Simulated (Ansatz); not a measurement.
Input:

InGaN2:
```
InGaN2
1.0
    3.31995     0.00000     0.00000
   -1.65998     2.87516     0.00000
    0.00000     0.00000     5.45412
In Ga N
1 1 2
Cartesian
  0.00000   0.00000   5.43571
  1.65998   0.95839   2.70459
  1.65998   0.95839   0.79936
  0.00000   0.00000   3.28630
```

This is the LDA-relaxed structure. Cartesian axes are those of the cell as given.

Q: All from the program Ansatz at the LDA level (PAW), unless another level is named. Give the band gap.

A: 0.46 eV (direct).

Q: Give the hole effective mass, band 1 of 2 at the edge.

A: 2.1 along x, 2.3 along z (mₑ).

Q: Give the electron effective mass.

A: 0.069, 0.069, 0.083 mₑ (principal values).

Q: Next, the weight of the valence-edge state by species (Voronoi cells)?

A: N 87 %, In 10 %, Ga 4 %.

Q: And the weight of the conduction-edge state by species (Voronoi cells)?

A: N 51 %, In 25 %, Ga 23 %.

Space group P3m1. The first step of the workflow began from a Materials Project structure, measured or hypothetical; the Crystallography Open Database copy checked does not list it. With In and Ga taken as one species the cell has the higher symmetry P6_3mc, so it may be an ordered model of a mixed-site phase. Its standing as an ambient phase is unchecked. The cell was relaxed with LDA under the symmetry of its start; of distortions, only those at the zone centre were tested. Scalar-relativistic: spin–orbit coupling is off unless named, which matters more the heavier the elements.

Potentials: the later of the program's two PAW sets.
